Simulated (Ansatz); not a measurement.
Relaxing a structure of Li

The start is a relaxed Li cell displaced along its unstable phonon at q = (½, ½, 0) of its primitive reciprocal cell (226i cm⁻¹), largest move 0.15 Å. The structure is fully relaxed (lattice and positions, P = 0) with r2SCAN (plane waves to 500 eV, PAW, scalar-relativistic; Ansatz, a program for electronic structure). The first steps use a coarse 10×10×10 k-mesh.

Initial structure:
```yaml
crystal:
  lattice:
    - [0.00000, 5.92605, 5.92605]
    - [2.96302, 2.96302, 5.92605]
    - [2.96302, 2.96302, 0.00000]
  atoms:
    - { symbol: Li, position: [0.96641, 0.28359, 0.23762] }
    - { symbol: Li, position: [0.53359, 0.21641, 0.26238] }
    - { symbol: Li, position: [0.03359, 0.96641, 0.98762] }
    - { symbol: Li, position: [0.46641, 0.03359, 0.01238] }
```

### Question
Which atoms feel the largest initial force, and how large is it?

### Answer
0.19 eV/Å, on Li1, Li2, Li3, Li4 (atoms numbered as listed).

### Question
How much energy is released per atom?

### Answer
0.51 eV/atom.

### Question
How does the volume per atom move from start to end?

### Answer
-19.3 %, from 26.01 to 21.00 Å³/atom.

### Question
How do the shortest distances between atoms change?

### Answer
The closest pairs of elements (up to four, under 3.6 Å), start → end: Li–Li 2.57 → 3.08 Å.

### Question
Is the relaxed structure metallic? Give its gap.

### Answer
No gap (metallic).

Final values are on a 17×17×9 k-mesh of the relaxed cell. No spin polarisation in the result.

The run could not lose the symmetry of its start: the end is stationary, and may be a saddle point rather than a minimum.

The relaxed structure here is a generated cell of Li: the first start was made by placing the elements on the sites of a structure type, and the end was not matched to a known phase here, so it may be hypothetical. Known forms of Li include space group No. 229.
